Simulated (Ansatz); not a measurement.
Input and command of a plane-wave DFT calculation in Ansatz:

```yaml
crystal:
  lattice:
    - [8.4486369609, 0.0, 0.0]
    - [0.0, 8.4486369609, 0.0]
    - [0.0, 0.0, 24.5802884869]
  atoms:
    - { symbol: Al, position: [0.1666666667, 0.1666666667, 0.3254640402] }
    - { symbol: Al, position: [0.1666666667, 0.5, 0.3254640402] }
    - { symbol: Al, position: [0.1666666667, 0.8333333333, 0.3254640402] }
    - { symbol: Al, position: [0.5, 0.1666666667, 0.3254640402] }
    - { symbol: Al, position: [0.5, 0.5, 0.3254640402] }
    - { symbol: Al, position: [0.5, 0.8333333333, 0.3254640402] }
    - { symbol: Al, position: [0.8333333333, 0.1666666667, 0.3254640402] }
    - { symbol: Al, position: [0.8333333333, 0.5, 0.3254640402] }
    - { symbol: Al, position: [0.8333333333, 0.8333333333, 0.3254640402] }
    - { symbol: Al, position: [0.3333333333, 0.3333333333, 0.4064786641] }
    - { symbol: Al, position: [0.3333333333, 0.6666666667, 0.4064786641] }
    - { symbol: Al, position: [0.3333333333, 0.0, 0.4064786641] }
    - { symbol: Al, position: [0.6666666667, 0.3333333333, 0.4064786641] }
    - { symbol: Al, position: [0.6666666667, 0.6666666667, 0.4064786641] }
    - { symbol: Al, position: [0.6666666667, 0.0, 0.4064786641] }
    - { symbol: Al, position: [0.0, 0.3333333333, 0.4064786641] }
    - { symbol: Al, position: [0.0, 0.6666666667, 0.4064786641] }
    - { symbol: Al, position: [0.0, 0.0, 0.4064786641] }
    - { symbol: Al, position: [0.5, 0.5, 0.4965477807] }
    - { symbol: Al, position: [0.5, 0.8333333333, 0.4965477807] }
    - { symbol: Al, position: [0.5, 0.1666666667, 0.4965477807] }
    - { symbol: Al, position: [0.8333333333, 0.5, 0.4965477807] }
    - { symbol: Al, position: [0.8333333333, 0.8333333333, 0.4965477807] }
    - { symbol: Al, position: [0.8333333333, 0.1666666667, 0.4965477807] }
    - { symbol: Al, position: [0.1666666667, 0.5, 0.4965477807] }
    - { symbol: Al, position: [0.1666666667, 0.8333333333, 0.4965477807] }
    - { symbol: Al, position: [0.1666666667, 0.1666666667, 0.4965477807] }
    - { symbol: Al, position: [0.6666666667, 0.6666666667, 0.5820083109] }
    - { symbol: Al, position: [0.6666666667, 0.0, 0.5820083109] }
    - { symbol: Al, position: [0.6666666667, 0.3333333333, 0.5820083109] }
    - { symbol: Al, position: [0.0, 0.6666666667, 0.5820083109] }
    - { symbol: Al, position: [0.0, 0.0, 0.5820083109] }
    - { symbol: Al, position: [0.0, 0.3333333333, 0.5820083109] }
    - { symbol: Al, position: [0.3333333333, 0.6666666667, 0.5820083109] }
    - { symbol: Al, position: [0.3333333333, 0.0, 0.5820083109] }
    - { symbol: Al, position: [0.3333333333, 0.3333333333, 0.5820083109] }
    - { symbol: O, position: [0.0, 0.0, 0.6910387643] }
    - { symbol: H, position: [0.0510273265, 0.0773734093, 0.715700802] }
    - { symbol: H, position: [-0.0510273265, -0.0773734093, 0.715700802] }
    - { symbol: O, position: [0.5, 0.5, 0.6544240598] }
    - { symbol: H, position: [0.4845954121, 0.5913954659, 0.6790860975] }
    - { symbol: H, position: [0.5154045879, 0.4086045341, 0.6790860975] }
basis:
  ecutwfc: 420
kpoints:
  mp_grid: { grid: [3, 3, 1] }
hamiltonian:
  xc: pbe
  dispersion: d3bj
scf:
  occupations: { method: gaussian, width: 0.1 }
output:
  forces: true
  eigenvalues: true
  write_density: true
  write_potential: true
  elf: true
  volumetric_format: npy
relax:
  adjacent_minimum: "off"
  f_tol: 0.04
  max_steps: 100
  constraints:
    - { sites: [0, 1, 2, 3, 4, 5, 6, 7, 8, 9, 10, 11, 12, 13, 14, 15, 16, 17] }
efield:
  axis: 3
  dipole_correction: true
  ramp_width: 0.04
```

```bash
ansatz run input.yaml --threads 4 --pin off --max-ram 10240MiB --backend cpu --events-out ev --progress --plain --runs-dir out
```

Processor: Intel(R) Xeon(R) 6975P-C (Granite Rapids), 4 threads, on a host shared with other jobs.

Question: How long does it run, and how much memory does it take?

Answer: About 3.7 min on 4 threads of Intel(R) Xeon(R) 6975P-C (Granite Rapids), with other jobs on the host, peak memory 3.8 GiB. It solves 104 bands at 5 k points (the mesh reduced by the symmetry that the task leaves, which can be less than the crystal's) with about 34263 plane waves, in 69 SCF iterations over 12 ionic steps.
